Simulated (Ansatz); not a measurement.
Bi2Pt:
```cif
data_Bi2Pt
_chemical_formula_sum 'Bi2 Pt1'
_space_group_name_H-M_alt 'P-3m1'
_space_group_IT_number 164
_space_group_name_Hall '-P 3 2"'
_cell_length_a 4.02613
_cell_length_b 4.02613
_cell_length_c 5.60704
_cell_angle_alpha 90.000
_cell_angle_beta 90.000
_cell_angle_gamma 120.000
loop_
_atom_site_label
_atom_site_type_symbol
_atom_site_symmetry_multiplicity
_atom_site_Wyckoff_symbol
_atom_site_fract_x
_atom_site_fract_y
_atom_site_fract_z
_atom_site_occupancy
Bi1 Bi 2 d 0.66667 0.33333 0.26616 1
Pt1 Pt 1 a 0.00000 0.00000 0.00000 1
```

This is the PBEsol-relaxed structure.

Q: All from DFT-PBEsol in the program Ansatz with PAW potentials, unless another level is named. Estimate the Poisson's ratio.

A: 0.38.

Q: And the highest zone-centre frequency?

A: 3.92 THz.

The workflow started from a Materials Project entry (that database holds measured and hypothetical structures alike); the Crystallography Open Database copy checked does not list it. COD files the formula under space group No. 205. Whether it is the stable phase at ambient conditions was not checked. The PBEsol relaxation kept the symmetry of its start; whether a distortion lowers the energy is not shown. No spin polarisation was allowed. As this level gives no gap, phonon frequencies hold no LO–TO term and depend on the k-mesh and smearing (Fermi–Dirac, 0.1 eV here). Spin–orbit coupling is left out wherever it is not named.

Potentials: the later of the program's two PAW sets.
